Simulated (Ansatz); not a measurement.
# Ansatz 0.2.0, settings compared: TeCl₂F₆

Launch command:

```bash
ansatz run input.yaml --threads 1 --pin off --max-ram 2560MiB --backend cpu --events-out ev --progress --plain --runs-dir out
```

input.yaml:

```yaml
crystal:
  lattice:
    - [0.0, 5.849849, 0.0]
    - [5.849849, 0.0, 0.0]
    - [2.924924, 2.924924, -4.136504]
  atoms:
    - { symbol: Te, position: [0.0, 0.0, 0.0] }
    - { symbol: Cl, position: [0.25, 0.75, 0.5] }
    - { symbol: Cl, position: [0.75, 0.25, 0.5] }
    - { symbol: F, position: [0.25, 0.25, 0.5] }
    - { symbol: F, position: [0.75, 0.75, 0.5] }
    - { symbol: F, position: [0.251, 0.251, 0.0] }
    - { symbol: F, position: [0.251, 0.749, 0.0] }
    - { symbol: F, position: [0.749, 0.749, 0.0] }
    - { symbol: F, position: [0.749, 0.251, 0.0] }
  symmetry: { tolerance: 0.0003 }
kpoints:
  mp_grid: { grid: [4, 4, 4], shift: [0, 0, 0] }
magnetization:
  spin_polarized: false
scf:
  occupations: { method: tetrahedron }
hamiltonian:
  pseudopotentials: { kind: paw }
  xc: pbesol
basis:
  ecutwfc: 420
output:
  forces: true
  stress: true
  eigenvalues: true
  write_density: true
  write_potential: true
  elf: true
  volumetric_format: npy
```

Origin of the cell: a known structure type with other elements, at an estimated volume, so it need not be a known compound.

Output of this run (shortened):

```
Warning: output.forces, output.stress, relax.cell or npt_langevin: where a Kohn–Sham band that disperses or a degenerate level is filled in part under the method tetrahedron, the forces or th […]
band count auto-derived: 46 (N_el = 72.0; filled up to band 36; 45 by the electrons, moments and atoms)
Pseudopotentials: kind: paw
Pseudopotential: Te, paw, valence charge 16, recommended cutoff 420 eV (normal), Te.paw.azcp
Pseudopotential: Cl, paw, valence charge 7, recommended cutoff 420 eV (normal), Cl.paw.azcp
Pseudopotential: F, paw, valence charge 7, recommended cutoff 420 eV (normal), F.paw.azcp
Functional definition: PBEsol
  exchange = pbesol_x
  correlation = pbesol_c
Crystal: 9 atoms, lattice volume = 141.554 Å³
Basis set: ecut = 420 eV, 2733 PW (Γ), exchange–correlation on 80×80×80 points (8 copies of the dense FFT grid, shifted against one another)
Bands: 46, of which v1, the nominal top of the filled ones, is band 36 counted from 1 (35 counted from 0)
Symmetry: 16 space group operations
Space group: I4/mmm (ITA 139), of the structure as read, at distance tolerance 1.6e-3 Å
[… 10 lines left out …]
Initial density: superposition of atomic densities (neutral atoms: chi_scale 0, normalization atom), corrected by the library's trained network
Functional: x = pbesol(κ = 0.804, μ = 0.123457), c = pbesol(β = 0.046)
SCF iter   1: F=—  HF=-13816.657398 eV  Δρ=2.13e-2  dr2=5.86e-1  defer=1
SCF iter   2: F=—  HF=-13816.627112 eV  Δρ=2.72e-2  dr2=1.24e0  defer=53
SCF iter   3: F=—  HF=-13816.572900 eV  Δρ=2.96e-3  dr2=1.25e-2  defer=53
SCF iter   4: F=—  HF=-13816.571567 eV  Δρ=1.45e-3  dr2=2.91e-3  defer=45
SCF iter   5: F=—  HF=-13816.571498 eV  Δρ=7.39e-4  dr2=6.64e-4  defer=45
[… 2 lines left out …]
SCF iter   8: F=—  HF=-13816.571615 eV  Δρ=7.26e-5  dr2=1.52e-5  defer=45
SCF iter   9: F=—  HF=-13816.571627 eV  Δρ=5.11e-5  dr2=4.49e-6  defer=45
SCF iter  10: F=—  HF=-13816.571628 eV  Δρ=2.57e-5  dr2=1.05e-6  defer=45
SCF iter  11: F=—  HF=-13816.571630 eV  Δρ=9.50e-6  dr2=2.42e-7
SCF iter  12: F=-13816.571631 eV  HF=-13816.571631 eV  Δρ=4.02e-6  dr2=1.54e-8
SCF 1 converged in 12 iterations: F = -13816.571631 eV  dr2 = 1.54e-8
SCF converged after 12 iterations
Stability not checked: this state was not tested for a lower state beside it, because cold or Methfessel-Paxton smearing, or corrected tetrahedra, fill the levels in a way that the test cannot read (fill_not_monotonic; […]
Free energy (F): -13816.571631 eV
Harris-Foulkes:  -13816.571631 eV  (|F-HF|=2.04e-8)
Internal energy: -13816.552130 eV  (E = F + TS)
E sigma→0 (E₀):  -13816.571631 eV
Entropy (-TS):   -0.019501 eV (-2.167 meV/atom)
Fermi energy:    2.145915 eV
--- Per-component energies (eV) ---
  E_band       = -681.404149
  E_kinetic    = 1712.468190
  E_local      = -5752.313288  (includes V_loc(G=0)·N_el)
  E_nonlocal   = 190.967969
  E_hartree    = 2435.322516
  E_xc         = -793.771903
  E_vxc        = -937.865515  (∫ρ·V_xc dr)
  E_paw        = -7025.842473  (= ΣΔE_a)
  E_vpaw       = -765.317178  (= ΣTr[D̂ρ^β])
  E_aug_tail   = 0.011807  (compensation charges beyond the density's cutoff)
  E_ewald      = -4584.181283
  E_core_change = 0.786335  (= ΣΔE_core)
  E_smearing   = -0.019501  (= −TS)
  Σ components = -13816.571631   (vs F -13816.571631, Δ=0.00e0)
--- Forces (eV/Å), atoms counted from 1 ---
  atom   1  Te     0.000000    -0.000000     0.000000
[… 3 lines left out …]
  atom   5  F      0.000000     0.000000     2.524108
  atom   6  F     -1.819638    -1.819638     0.000000
  atom   7  F      1.819638    -1.819638     0.000000
  atom   8  F      1.819638     1.819638    -0.000000
  atom   9  F     -1.819638     1.819638    -0.000000
  max |Σ_I F_I| component: 2.22e-16 eV/Å
--- Stress (GPa, compression-positive) ---
       -9.717997       0.000000       0.000000
        0.000000      -9.717997       0.000000
        0.000000       0.000000      -9.518160
  P = ⅓ Tr σ = -9.6514 GPa (-96.514 kbar)
```

The same input was run again with these changes:

1. `hamiltonian.dispersion` default → d3bjatm
2. `accuracy` default → low; `hamiltonian.dispersion` default → d4
3. `basis.ecutwfc` 420 → "550 eV"; `scf.mixing.algorithm` default → msr1; `scf.mixing.beta` default → 0.9
4. `kpoints.mp_grid.shift` [0, 0, 0] → [0.5, 0.5, 0.5]

```tsv
run	end	SCF iterations	P (GPa)	max force component (eV/Å)	moment (μB)	ΔE(σ→0) (meV/atom)
base	converged	12	-9.65	2.524	–	0
1	converged	12	-10.44	2.520	–	–
2	converged	12	-10.38	2.522	–	–
3	converged	12	-9.65	2.525	–	-4.33
4	converged	15	-9.66	2.576	–	3.32
```

Energies are compared only where functional, datasets, charge and starting cell are the same.

Not properties of the system: run 2 (too coarse or loose: `accuracy` = low).

Caveats of the base run: forces and stress under tetrahedra may miss the slope of the energy; no spin, though holes on the anions or broken bonds may carry moments; no spin-orbit coupling, though heavy elements are present; the k mesh is coarse if the cell is a metal.

Run 4: the k mesh keeps only part of the crystal's symmetry.

Time of the base run: 7.5 s of wall time on 1 CPU thread(s) of a shared host, from the program's own first density.
